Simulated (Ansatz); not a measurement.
All numbers below come from Ansatz, DFT PBE, scalar-relativistic, plane waves, PAW. All cells share a 420 eV cutoff and Γ-centred k meshes spaced at most about 0.3 Å⁻¹ (about 0.25 or finer for metals, 2π included). Collinear spin in cells that started with moments and kept them past the coarse steps, no spin elsewhere.

These are static total energies at zero pressure. All come from trial cells, and lower structures may exist.

Problem. Order these relaxed structures of CsGd2 by energy, lowest first, with the energy over the lowest of them.
A.

```
Cs Gd
1.0
     0.00000    4.01537    4.01537
     4.01537    0.00000    4.01537
     4.01537    4.01537    0.00000
Cs Gd
1 2
Cartesian
  4.0154 4.0154 4.0154
  2.0077 2.0077 2.0077
  6.0231 6.0231 6.0231
```

B.

```
Cs Gd
1.0
     3.69817    2.13514    6.15356
    -3.69817    2.13514    6.15356
     0.00000   -4.27028    6.15356
Cs Gd
2 4
Direct
  0.62486 0.62486 0.62486
  0.37514 0.37514 0.37514
  0.50000 0.00000 0.00000
  0.00000 0.50000 0.00000
  0.00000 0.00000 0.50000
  0.00000 0.00000 0.00000
```

C.

```
Cs Gd
1.0
     6.51128    0.00000    0.00000
    -3.25564    5.63893    0.00000
     0.00000    0.00000    3.61461
Cs Gd
1 2
Direct
  0.00000 0.00000 0.00000
  0.33333 0.66667 0.50000
  0.66667 0.33333 0.50000
```

Solution. B (0 meV/atom), C (63 meV/atom), A (565 meV/atom). Forms: B R-3m, moments up to 7.4 μB; C P6/mmm, moments up to 7.5 μB; A fluorite type, Fm-3m, moments up to 7.1 μB. Counting all near atoms (those within 1.25 times the shortest distance at each site; a plus sign parts nearer from farther groups): B has Cs 16, Gd 6+6; C has Cs 2+12, Gd 5+6; A has Cs 8, Gd 4+6. Even the lowest lies +0.63 eV/atom against the elements.

The 4f shell of Gd is treated without a Hubbard U, which places its levels poorly. Another magnetic order may lie lower. Cells relaxed within their symmetry can be saddle points. Some structure types and database cells were kept out of the candidates from the start, so a known form may be missing.
